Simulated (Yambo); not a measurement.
Material: BaTiO3 (space group P4mm, No. 99); a = b = 3.990 Å, c = 4.103 Å, α = β = γ = 90.00° (5 atoms in the cell). The geometry is that of Materials Project entry mp-5986, symmetrised and not relaxed again.

With norm-conserving PBEsol (Quantum ESPRESSO, 84 Ry, no spin-orbit coupling), the gap between the mesh's edge points (A → Γ) is 1.809 eV.

By how much does one-shot G0W0 (Yambo; 4×4×4 Γ-centred k mesh, bands 2 to 127 and a 8 Ry block in the screening, 127 bands in G with the Bruneval-Gonze terminator, plasmon pole fitted at 27.2 eV) open this gap, and what gap results?

The correction is 1.547 eV, giving 3.357 eV, 1.9 times the PBEsol value.  Nearest settings tried, and what they do to the gap: 84 bands in W, 84 bands in G: -3 meV; 2 Ry block (27 vectors against 179): +679 meV; 4×4×2 mesh: -25 meV. So the settings aren't converged at that level.
